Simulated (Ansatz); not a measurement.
Clean, relaxed (101) surface of TiAl, space group P4/mmm (No. 123) (top face towards +c; atoms held fixed, by place in the list: 1, 2, 3, 4):

```yaml
crystal:
  lattice:
    - [2.79516, 0.00000, 0.00000]
    - [0.00000, 4.91165, 0.00000]
    - [0.00000, 0.00000, 23.89519]
  atoms:
    - { symbol: Ti, position: [0.00000, 0.32386, 0.35572] }
    - { symbol: Al, position: [0.50000, 0.82386, 0.35572] }
    - { symbol: Ti, position: [0.00000, 0.64772, 0.45191] }
    - { symbol: Al, position: [0.50000, 0.14772, 0.45191] }
    - { symbol: Ti, position: [0.00000, 0.97146, 0.54756] }
    - { symbol: Al, position: [0.50000, 0.47129, 0.54845] }
    - { symbol: Ti, position: [0.00000, 0.28469, 0.64114] }
    - { symbol: Al, position: [0.50000, 0.78279, 0.64670] }
```

All numbers below come from DFT PBEsol, scalar-relativistic, plane waves, PAW (Ansatz 0.2.0). Settings: cutoff 420 eV, Γ-centred mesh 10×6×1 on the computed 8-atom cell, Gaussian smearing of 0.10 eV; no spin polarisation. A dipole correction removes the field between periodic images along c.

E_ads counts from the clean slab and the free adsorbate (spin-polarised where it has unpaired electrons); negative means bound. With the adsorbate the cell is lengthened along c to keep the vacuum.

Q: CH is put at the bridge (Ti-Ti) at (0.50, 0.28) site, one adsorbate per 13.7 Å². What structure does it relax to?

A: E_ads = -6.76 eV. Contacts: C–Ti 1.95 Å, C–Al 2.04 Å. Bonds within the adsorbate: C–H 1.10 Å.

```yaml
crystal:
  lattice:
    - [2.79516, 0.00000, 0.00000]
    - [0.00000, 4.91165, 0.00000]
    - [0.00000, 0.00000, 26.99519]
  atoms:
    - { symbol: Ti, position: [0.00000, 0.32386, 0.31487] }
    - { symbol: Al, position: [0.50000, 0.82386, 0.31487] }
    - { symbol: Ti, position: [0.00000, 0.64772, 0.40001] }
    - { symbol: Al, position: [0.50000, 0.14772, 0.40001] }
    - { symbol: Ti, position: [0.00000, 0.97728, 0.48409] }
    - { symbol: Al, position: [0.50000, 0.47860, 0.48638] }
    - { symbol: Ti, position: [0.00000, 0.30889, 0.57574] }
    - { symbol: Al, position: [0.50000, 0.81891, 0.57247] }
    - { symbol: C, position: [0.50000, 0.15345, 0.61727] }
    - { symbol: H, position: [0.50000, 0.12844, 0.65778] }
```

Each end is the local minimum or symmetric point that its start leads to. The slab is only 6.9 Å thick, so the energies aren't converged with thickness.